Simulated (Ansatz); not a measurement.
**LiGa**

Computed with Ansatz (plane waves, PAW, 420 eV cutoff): PBEsol, scalar-relativistic, no spin polarisation, 8×8×8 k-mesh, Gaussian smearing of 0.05 eV. The datasets are Ansatz's generated set soft_2.

```
CELL_PARAMETERS angstrom
0.00000 3.07600 3.07600
3.07600 0.00000 3.07600
3.07600 3.07600 0.00000
ATOMIC_POSITIONS crystal
Li 0.00000 0.00000 0.00000
Li 0.25000 0.25000 0.25000
Ga 0.50000 0.50000 0.50000
Ga 0.75000 0.75000 0.75000
```

The chain of runs began from a cell as deposited in COD, expanded in volume.

Cell and atoms are those of this level's equilibrium.

Path: Γ–X–U | K–Γ–L–W–X, with Γ = (0.000, 0.000, 0.000), X = (0.500, 0.000, 0.500), U = (0.625, 0.250, 0.625), K = (0.375, 0.375, 0.750), L = (0.500, 0.500, 0.500), W = (0.500, 0.250, 0.750) in reciprocal vectors of the calculation's cell.

Task: Is it a metal or an insulator, and if it has a gap, where are the band edges on this path?

Result: A metal: bands cross the Fermi level.

Bands as a text map, energy in eV from the Fermi level (dashes), each leg drawn with the same width:
```
  4.86 |  * *           **  *       ****          *     
  4.57 |                     *    **       ***          
  4.29 |** *             **   ****               *      
  4.00 |   *             *   ** * **       ** * *       
  3.71 |                 * **    **          ***        
  3.43 | *                *                             
  3.14 |  *             *    *                          
  2.86 |  *               ***    *                      
  2.57 |                    *             *  *          
  2.29 |  *           **     *              * *         
  2.00 | *           *     *      *        *  ***       
  1.71 | *                       * *     *       *      
  1.43 |   *        *       * * *   *     *  *          
  1.14 |                     *  *    *   *  *     *     
  0.86 |**  *      *        *****     ***  *       *    
  0.57 |* **      *       **  ** **      **             
  0.29 |    **   *       *   *  *  *                *   
  0.00 |-----************---*-*-**--*****------------***
 -0.29 | *                    *                         
 -0.57 | *                 *      *                     
 -0.86 |                           **                   
 -1.14 |  *                  *       ****               
 -1.43 |                  *      *       *              
 -1.71 |  *                  *                          
 -2.00 |   *             *  *            **             
 -2.29 |                                                
 -2.57 |    *           *                  *            
 -2.86 |   *          **   *      *       * *           
        Γ      X      UK       Γ       L       W       X
```
